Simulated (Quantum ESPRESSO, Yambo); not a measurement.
At a photon energy of 9.75 eV, RPA with local fields on LDA bands shifted by a G0W0 scissor of 3.28 eV (Quantum ESPRESSO and Yambo; 4×4×4 mesh, 117 bands, 3 Ry local-field block, 0.2 eV broadening) gives ε = 3.49 + 1.03i for Na₂CO₃ (space group C2/m, No. 12), field along x. Axes are Cartesian, with cell vectors (Å) (4.39, -2.63, 0.00), (4.39, 2.63, 0.00), (-1.35, 0.00, 5.77).

Task: Work out n, κ, the normal-incidence reflectivity, the absorption coefficient and the penetration depth.

Result: 
|ε| = 3.64; n = √((|ε| + ε1)/2) = 1.89, κ = √((|ε| − ε1)/2) = 0.27. R = ((n − 1)² + κ²)/((n + 1)² + κ²) = 0.10. α = 2Eκ/(ħc) with ħc = 197.327 eV nm: 0.0270 per nm = 2.7 × 10⁵ per cm, a 1/e depth of 37 nm. The computed direct gap is 7.29 eV, and the energy scale of the real crystal may differ from it. Excitonic effects are left out, and values at one energy depend on mesh and broadening. The scissor comes from a G0W0 run whose convergence isn't established. Convergence of the RPA response with its 4×4×4 mesh was not tested.

Geometry of the Materials Project entry, not relaxed at this level; primitive cell a = b = 5.121 Å, c = 5.922 Å, α = β = 101.29°, γ = 61.87°.
